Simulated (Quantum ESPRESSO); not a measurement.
# Strain and stress in Si7As

Calculated results; nothing here was measured. They come from pw.x of Quantum ESPRESSO 7.5, a plane-wave density functional program, with PseudoDojo standard norm-conserving files (v0.5 for PBE, v0.4.1 for LDA and PBEsol). The cells are made up: elements, strain and atom displacements were drawn at random, and nothing was relaxed. There is no spin polarisation, spin-orbit coupling or dispersion term.

The cell has 8 sites of a zincblende or diamond lattice. Sites 1 to 4 hold Si Si Si Si; sites 5 to 8 hold As Si Si Si. Cell vectors in Å: (5.458, 0.031, -0.011); (0.031, 5.440, 0.083); (-0.011, 0.083, 5.432). Settings: PBE, cutoff 1143 eV, 6 x 6 x 6 k mesh shifted by half a step, Fermi-Dirac smearing of 0.1 eV.

Each run adds the same strain along x and y to one cell, with the atoms carried along; the vectors above are those of run 6. Stress is positive in tension and P is minus a third of its trace. E is the free energy for each atom above the lowest run shown.

| run | strain (%) | s_xx (GPa) | s_yy (GPa) | s_zz (GPa) | s_xy (GPa) | P (GPa) | E (meV/atom) |
| --- | --- | --- | --- | --- | --- | --- | --- |
| 1 | -2.11 | -8.97 | -8.07 | -7.58 | 5.64 | 8.21 | 40.71 |
| 2 | -1.73 | -8.03 | -7.14 | -6.84 | 5.48 | 7.34 | 33.19 |
| 3 | -1.19 | -6.75 | -5.87 | -5.83 | 5.26 | 6.15 | 23.93 |
| 4 | -0.52 | -5.25 | -4.37 | -4.66 | 5.00 | 4.76 | 14.62 |
| 5 | -0.18 | -4.53 | -3.65 | -4.09 | 4.87 | 4.09 | 10.83 |
| 7 | 2.06 | -0.32 | 0.54 | -0.85 | 4.12 | 0.21 | 0.00 |
| 6 | 0.15 | ? | ? | ? | ? | ? | ? |

A rerun of one of these cells at 1437 eV and k mesh 8 x 8 x 8 moved values by no more than 0.006 eV in the cell's energy, 0.13 GPa in stress and 0.019 eV/Å in force.

## Worked fit

A parabola through the six runs shown gives s_xx = -4.15 + 2.07 e - 0.102 e² GPa, with e in per cent and a scatter of 0.01 GPa. The slope is a stiffness of 207 ± 2 GPa for each unit of this strain at e = 0, the sum of the responses of s_xx to strain along x and along y. The atoms are clamped, and relaxing them would in general lower it. The error is the larger of the fit's own and the change that a cubic makes, rounded up.

## Withheld run

Question: what s_xx should run 6 give?

The fit gives -3.84 GPa. The calculation gave -3.85 GPa.

```
run  strain (%)  s_xx (GPa)  s_yy (GPa)  s_zz (GPa)  s_xy (GPa)  P (GPa)  E (meV/atom)
  6        0.15       -3.85       -2.98       -3.56        4.75     3.46          7.70
```